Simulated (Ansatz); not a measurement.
The end point of a relaxation of CdS. Space group Fm-3m (No. 225), rock salt type. Calculation: PBEsol (plane waves to 420 eV, PAW, scalar-relativistic; Ansatz, a program for electronic structure).

```xyz
2
Lattice="0.0000 2.6989 2.6989 2.6989 0.0000 2.6989 2.6989 2.6989 0.0000" Properties=species:S:1:pos:R:3 pbc="T T T"
S      0.0000     0.0000     0.0000
Cd     2.6989     2.6989     2.6989
```

Task: What is the computed band gap (PBEsol)?

Result: 0.13 eV, indirect (valence top at L, conduction bottom at X) (no spin-orbit coupling).

Task: Estimate the smallest direct gap that PBEsol returns for this input.

Result: 1.84 eV at Γ.

No spin polarisation in the result.

The run could not lose the symmetry of its start.

The relaxed structure has the type that CdS is known to take under pressure; here it was relaxed at zero pressure, from a generated start.
